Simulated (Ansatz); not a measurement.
## CoSn: a prediction, then the measurements

Theory: Ansatz, DFT PBE, scalar-relativistic, plane waves, PAW.

Settings: cutoff 420 eV, Γ-centred mesh 12×12×10 on the computed 6-atom cell, Gaussian smearing of 0.10 eV; no spin polarisation.

Relaxed structure:

```
Co Sn
1.0
     5.29522    0.00000    0.00000
    -2.64761    4.58580    0.00000
     0.00000    0.00000    4.23273
Co Sn
3 3
Cartesian
  -1.3238 2.2929 0.0000
  1.3238 2.2929 0.0000
  2.6476 0.0000 0.0000
  2.6476 1.5286 2.1164
  0.0000 3.0572 2.1164
  0.0000 0.0000 0.0000
```

| Quantity | Value |
| --- | --- |
| Space group | P6/mmm (No. 191) |
| Volume per atom | 17.13 Å³ |
| Formation energy from the elements' standard states (uncorrected) | -0.087 eV/atom |
| Kohn–Sham band gap | none (metal) |
| Density of states at the Fermi level | 3.2 states/eV per cell |
| Orbital (Löwdin) character within 0.5 eV of the Fermi level | Co 3d 87 %, Sn 5p 9 % |
| Bader charge by site (e) | Co (3 in the cell) -0.32, Sn (2 in the cell) 0.28, Sn (1 in the cell) 0.39 |

A magnetic start lost its moments in a first run, so spin was left out; other magnetic orders weren't tried.

**Against measurements.**

A measured lattice constant a of CoSn is 5.26926 Å (15 K; powder; “Fantastic flat bands and where to find them: The CoSn-type compounds”, 2020, arxiv:2005.14119); the calculated 5.295 Å exceeds it by 0.5 %. Measured lattice constant c of CoSn: 4.2431 Å (15 K; powder; “Fantastic flat bands and where to find them: The CoSn-type compounds”, 2020, arxiv:2005.14119). This calculation gives 4.233 Å (-0.2 %). The calculation is for 0 K without zero-point motion.

It was relaxed from a Materials Project cell. Löwdin shares on free-atom orbitals overweight diffuse shells.
